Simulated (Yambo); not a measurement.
```xyz
2
Lattice="3.8589 0.0000 0.0000 0.0000 3.8589 0.0000 0.0000 0.0000 3.8589" Properties=species:S:1:pos:R:3 pbc="T T T"
Cl     1.9294     1.9294     1.9294
Rb     0.0000     0.0000     0.0000
```

RbCl (CsCl type, space group Pm-3m, No. 221) under isotropic strain of -0.7 % on all lattice vectors: mean Im ε in 1 eV windows above the direct gap of 8.04 eV, for different electron-hole kernels (Yambo, broadening 0.15 eV, norm-conserving PBEsol (Quantum ESPRESSO, 58 Ry, without SOC) bands; 8×8×8 mesh, 3 valence and 3 conduction bands, static screening with 29 bands and a 4 Ry block, scissor 2.92 eV, Tamm-Dancoff; field along x).

| window (eV) | independent quasiparticles | BSE |
|---|---|---|
| 8.0 to 9.0 | 0.5 | 3.3 |
| 9.0 to 10.0 | 1.5 | 2.4 |
| 10.0 to 11.0 | 4.2 | 1.5 |

This run doesn't resolve bound excitons or single peaks, so only averages are given, and they too depend on the mesh; weight that the attraction moves below the gap isn't listed. All transitions below 11.74 eV are in the band window. The scissor comes from a G0W0 run whose convergence isn't established.

Geometry strained from the cell relaxed with PBEsol, atoms relaxed again.

This is not the ordinary phase of the substance.
